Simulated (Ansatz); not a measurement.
MgGaNO:
Space group P3m1 (No. 156); a = b = 3.2320 Å, c = 5.1589 Å, α = β = 90.00°, γ = 120.00°

```json
[
 {"atom": "Ga", "site": "1b", "symmetry": "3m.", "x": "0.3333", "y": "0.6667", "z": "0.5066"},
 {"atom": "Mg", "site": "1c", "symmetry": "3m.", "x": "0.6667", "y": "0.3333", "z": "0.0093"},
 {"atom": "O", "site": "1b", "symmetry": "3m.", "x": "0.3333", "y": "0.6667", "z": "0.1289"},
 {"atom": "N", "site": "1c", "symmetry": "3m.", "x": "0.6667", "y": "0.3333", "z": "0.6052"}
]
```

Relaxed with r²SCAN.

**Question.** Which orbitals make up the states near the band edges in r²SCAN in the plane-wave PAW code Ansatz?

**Answer.** Top 1 eV of the valence band: N 2p 74 %, O 2p 17 %. Bottom 1 eV of the conduction band: Mg 3s 27 %, N 2s 25 %, Ga 4s 21 %, N 2p 9 %, O 2s 9 %. Projections are on Löwdin-orthogonalised atomic valence shells; empty p or d shells of many metals are not among them.

**Question.** Tabulate the density of states.

**Answer.** States/eV per cell of 4 atoms, in 0.25 eV bins, energy from the valence-band maximum.

| E (eV) | total | O 2p | N 2p | Ga 4p |
|---|---|---|---|---|
| -7.85 | 0.00 | 0.00 | 0.00 | 0.00 |
| -7.60 | 0.00 | 0.00 | 0.00 | 0.00 |
| -7.35 | 0.00 | 0.00 | 0.00 | 0.00 |
| -7.10 | 0.00 | 0.00 | 0.00 | 0.00 |
| -6.85 | 0.00 | 0.00 | 0.00 | 0.00 |
| -6.60 | 0.00 | 0.00 | 0.00 | 0.00 |
| -6.35 | 0.15 | 0.03 | 0.06 | 0.01 |
| -6.10 | 0.86 | 0.17 | 0.35 | 0.06 |
| -5.85 | 1.34 | 0.26 | 0.55 | 0.09 |
| -5.60 | 1.32 | 0.30 | 0.50 | 0.10 |
| -5.35 | 1.27 | 0.39 | 0.41 | 0.11 |
| -5.10 | 1.71 | 0.72 | 0.41 | 0.16 |
| -4.85 | 0.84 | 0.40 | 0.17 | 0.07 |
| -4.60 | 0.92 | 0.56 | 0.13 | 0.07 |
| -4.35 | 3.47 | 2.40 | 0.36 | 0.30 |
| -4.10 | 1.43 | 0.97 | 0.16 | 0.12 |
| -3.85 | 1.12 | 0.70 | 0.18 | 0.10 |
| -3.60 | 2.58 | 1.58 | 0.49 | 0.28 |
| -3.35 | 2.09 | 1.26 | 0.44 | 0.22 |
| -3.10 | 2.54 | 1.59 | 0.54 | 0.23 |
| -2.85 | 3.74 | 2.59 | 0.68 | 0.28 |
| -2.60 | 3.61 | 2.59 | 0.64 | 0.22 |
| -2.35 | 2.67 | 1.85 | 0.55 | 0.14 |
| -2.10 | 1.37 | 0.47 | 0.66 | 0.13 |
| -1.85 | 1.38 | 0.35 | 0.78 | 0.14 |
| -1.60 | 1.34 | 0.24 | 0.87 | 0.15 |
| -1.35 | 1.83 | 0.34 | 1.21 | 0.18 |
| -1.10 | 3.50 | 0.57 | 2.57 | 0.16 |
| -0.85 | 4.60 | 0.89 | 3.33 | 0.15 |
| -0.60 | 1.25 | 0.22 | 0.91 | 0.07 |
| -0.35 | 0.68 | 0.04 | 0.57 | 0.05 |
| -0.10 | 0.38 | 0.01 | 0.34 | 0.02 |
| 0.15 | 0.00 | 0.00 | 0.00 | 0.00 |
| 0.40 | 0.00 | 0.00 | 0.00 | 0.00 |
| 0.65 | 0.00 | 0.00 | 0.00 | 0.00 |
| 0.90 | 0.00 | 0.00 | 0.00 | 0.00 |
| 1.15 | 0.00 | 0.00 | 0.00 | 0.00 |
| 1.40 | 0.00 | 0.00 | 0.00 | 0.00 |
| 1.65 | 0.00 | 0.00 | 0.00 | 0.00 |
| 1.90 | 0.00 | 0.00 | 0.00 | 0.00 |
| 2.15 | 0.00 | 0.00 | 0.00 | 0.00 |
| 2.40 | 0.00 | 0.00 | 0.00 | 0.00 |
| 2.65 | 0.00 | 0.00 | 0.00 | 0.00 |
| 2.90 | 0.02 | 0.00 | 0.00 | 0.00 |
| 3.15 | 0.04 | 0.00 | 0.00 | 0.00 |
| 3.40 | 0.06 | 0.00 | 0.01 | 0.00 |
| 3.65 | 0.08 | 0.00 | 0.01 | 0.01 |
| 3.90 | 0.11 | 0.01 | 0.01 | 0.01 |
| 4.15 | 0.14 | 0.01 | 0.02 | 0.01 |
| 4.40 | 0.19 | 0.01 | 0.02 | 0.02 |
| 4.65 | 0.24 | 0.02 | 0.03 | 0.03 |
| 4.90 | 0.28 | 0.02 | 0.04 | 0.05 |
| 5.15 | 0.35 | 0.02 | 0.05 | 0.07 |
| 5.40 | 0.51 | 0.03 | 0.06 | 0.13 |
| 5.65 | 1.23 | 0.05 | 0.09 | 0.42 |
| 5.90 | 1.55 | 0.07 | 0.13 | 0.58 |
| 6.15 | 1.58 | 0.07 | 0.15 | 0.57 |
| 6.40 | 1.53 | 0.07 | 0.14 | 0.52 |
| 6.65 | 1.55 | 0.08 | 0.13 | 0.51 |
| 6.90 | 1.84 | 0.09 | 0.13 | 0.49 |
| 7.15 | 1.21 | 0.06 | 0.10 | 0.38 |
| 7.40 | 1.24 | 0.06 | 0.12 | 0.39 |

The start of the workflow was typed in or built on a structure type; neither database checked (COD, Materials Project) lists it. Its standing as an ambient phase is unchecked. The r²SCAN relaxation kept the symmetry of its start; its stability against distortions is not shown here. The volume moved by -18 % from the start of the relaxation. Scalar-relativistic: spin–orbit coupling is off unless named, which matters more the heavier the elements.

Potentials: the earlier of the program's two PAW sets. The files were generated under PBE; for other functionals the program regenerates the frozen cores, and for LDA and PBEsol the local potential too.
